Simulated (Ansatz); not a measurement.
The end point of a relaxation of ZnCu. Space group Pm-3m (No. 221), CsCl type. Computed with PBEsol (plane waves to 420 eV, PAW, scalar-relativistic; Ansatz, an electronic-structure program).

Space group Pm-3m (No. 221); a = b = c = 2.9083 Å, α = β = γ = 90.00°

| atom | site | symmetry | x | y | z |
|---|---|---|---|---|---|
| Zn | 1b | m-3m | 0.5000 | 0.5000 | 0.5000 |
| Cu | 1a | m-3m | 0.0000 | 0.0000 | 0.0000 |

For ZnCu, the volume per atom is 12.30 Å³ and the band gap comes out as no gap (metallic). The shortest distances comes out as Cu–Zn 2.52 Å; Zn–Zn 2.91 Å; Cu–Cu 2.91 Å. The k-mesh is 16×16×16.

No spin polarisation in the result.

The run could not lose the symmetry of its start; a randomly shaken copy of 2 atoms returns to this structure.

All atoms sit on sites fixed by symmetry, so only the cell could relax.
